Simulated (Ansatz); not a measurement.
Electric field gradients in Si3N4

The cell is a COD entry (perhaps calculated rather than measured), its atoms then relaxed with PBE in this cell.

Space group Fd-3m:1 (No. 227); a = 7.6765 Å.

```csv
site,Wyckoff,site symmetry,x,y,z
Si1,16d,.-3m,0.1250,0.1250,0.6250
Si5,8a,-43m,0.5000,0.5000,0.0000
N,32e,.3m,0.8822,0.8822,0.3822
```

One atom of each set is listed; the run and its k-mesh use a cell of 14 atoms with edges of 5.43, 5.43, 5.43 Å.

All values are calculated (Ansatz; DFT, r2SCAN, plane waves and PAW (field gradients read without the response of the frozen cores, which leaves them typically 4 to 6 % off), scalar-relativistic, 500 eV cutoff, Γ-centred 6×6×6 k-points, Fermi–Dirac smearing 0.02 eV), not measured.

C_Q = eQV_zz/h, which is 24.18 MHz for Q = 1 b and V_zz = 10²¹ V/m²; η = (V_xx − V_yy)/V_zz.

¹⁴N: I = 1, Q = 20.44 mb. Q values from Pyykkö, Mol. Phys. 116, 1328 (2018).

```tsv
site	atoms	first shell	V_zz (10²¹ V/m²)	η	C_Q (MHz)
Si1	4	6 N at 1.87 Å	-0.009	0.00	–
Si5	2	4 N at 1.76 Å	0.00	–	–
N	8	4 Si at 1.76–1.87 Å	2.98	0.00	1.47
```

An axis of threefold or higher order runs through Si1 and N, so V_zz lies along it and η is zero. Si5 sits on a cubic site, where every gradient vanishes.

Si has no stable isotope with a ground-state quadrupole moment in the table, so no C_Q is given.

At this cell the r2SCAN pressure is 7 GPa, so with r2SCAN the cell would grow if it were relaxed.

The run took 16 s of wall time (16 s of CPU time) and 0.72 GiB at its peak, on 1 thread of Intel Xeon Platinum 8259CL CPU @ 2.50GHz (Skylake/Cascade Lake) (x86_64; 16 cores open to the job, memory cap 3.0 GiB, no GPU), a shared host with a load of 0.3 a core.
